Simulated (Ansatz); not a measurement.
# Pt: zone-centre modes

Theory: Ansatz, DFT PBEsol, scalar-relativistic, plane waves, PAW. Settings: plane waves to 420 eV, k-mesh 18×18×12 (Γ-centred), Gaussian smearing 0.15 eV. Spin–orbit coupling is left out, which can shift energies with elements as heavy as these. No spin polarisation.

Zero of the scan (as given, not relaxed at this level):

```
CELL_PARAMETERS angstrom
0.00000 -1.95790 -1.95790
0.00000 1.95790 -1.95790
3.91580 0.00000 0.00000
ATOMIC_POSITIONS crystal
Pt 0.50000 0.50000 0.50000
Pt 0.00000 0.00000 0.00000
```

Harmonic modes by finite displacements of 0.02 Å, without the LO–TO term. The cell doubles the primitive one, so its zone centre also holds the primitive cell's point q = (0, 1/2, 1/2).

(1) At this geometry, is the structure stable against these modes?

(2) List the wavenumbers in cm⁻¹.

Answers

(1) Yes: no mode is imaginary beyond 10 cm⁻¹, and only the three translations lie near zero.

(2) 0, 0, 0, 130, 130, 194.

Cost: 1 run of about 1 core-minutes, on Arm Neoverse V2 (shared hosts).